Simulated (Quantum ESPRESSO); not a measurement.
pw.x input (Quantum ESPRESSO 7.5; PBEsol, PseudoDojo standard norm-conserving files, fully relativistic):

```
&CONTROL
  calculation = 'scf'
  pseudo_dir = './pseudo'
  outdir = './out'
  tprnfor = .true.
  tstress = .true.
/
&SYSTEM
  ibrav = 0
  nat = 6
  ntyp = 3
  ecutwfc = 84.0
  ecutrho = 336.0
  occupations = 'smearing'
  smearing = 'fd'
  degauss = 0.002
  nbnd = 20
  noncolin = .true.
  lspinorb = .true.
/
&ELECTRONS
  conv_thr = 6e-10
/
ATOMIC_SPECIES
H 1.0080 H.upf
N 14.0070 N.upf
Br 79.9040 Br.upf
CELL_PARAMETERS angstrom
  4.000100000000   0.000000000000   0.000000000000
  0.000000000000   4.000100000000   0.000000000000
  0.000000000000   0.000000000000   4.000100000000
ATOMIC_POSITIONS crystal
H   0.149210000000   0.149210000000   0.850790000000
H   0.149210000000   0.850790000000   0.149210000000
H   0.850790000000   0.850790000000   0.850790000000
H   0.850790000000   0.149210000000   0.149210000000
N   0.000000000000   0.000000000000   0.000000000000
Br   0.500000000000   0.500000000000   0.500000000000
K_POINTS automatic
8 8 8 0 0 0
```

End of the output:

```
     total energy              =     -56.96538205 Ry
     estimated scf accuracy    <       0.00000179 Ry
     total energy              =     -56.96538234 Ry
     estimated scf accuracy    <          9.4E-09 Ry
     total energy              =     -56.96538235 Ry
     estimated scf accuracy    <       0.00000003 Ry
[...]
     the Fermi energy is     2.9312 ev
!    total energy              =     -56.96538236 Ry
     estimated scf accuracy    <          5.4E-11 Ry
     smearing contrib. (-TS)   =       0.00000000 Ry
     internal energy E=F+TS    =     -56.96538236 Ry
     The total energy is F=E-TS. E is the sum of the following terms:
     one-electron contribution =     -15.43619891 Ry
     hartree contribution      =      13.10430814 Ry
     xc contribution           =     -19.14118817 Ry
     ewald contribution        =     -35.49230343 Ry
     convergence has been achieved in  10 iterations
     Forces acting on atoms (cartesian axes, Ry/au):
     atom    1 type  1   force =     0.00925027    0.00925027   -0.00925027
     atom    2 type  1   force =     0.00925027   -0.00925027    0.00925027
     atom    3 type  1   force =    -0.00925027   -0.00925027   -0.00925027
     atom    4 type  1   force =    -0.00925027    0.00925027    0.00925027
     atom    5 type  2   force =     0.00000000    0.00000000    0.00000000
     atom    6 type  3   force =     0.00000000    0.00000000    0.00000000
     Total force =     0.032044     Total SCF correction =     0.000001
     Computing stress (Cartesian axis) and pressure
          total   stress  (Ry/bohr**3)                   (kbar)     P=        9.03
   0.00006136   0.00000000   0.00000000            9.03        0.00        0.00
   0.00000000   0.00006136   0.00000000            0.00        9.03        0.00
   0.00000000   0.00000000   0.00006136            0.00        0.00        9.03
```
In a gapped system the printed Fermi energy is only some level inside the gap.

Geometry of the Materials Project entry, not relaxed at this level.
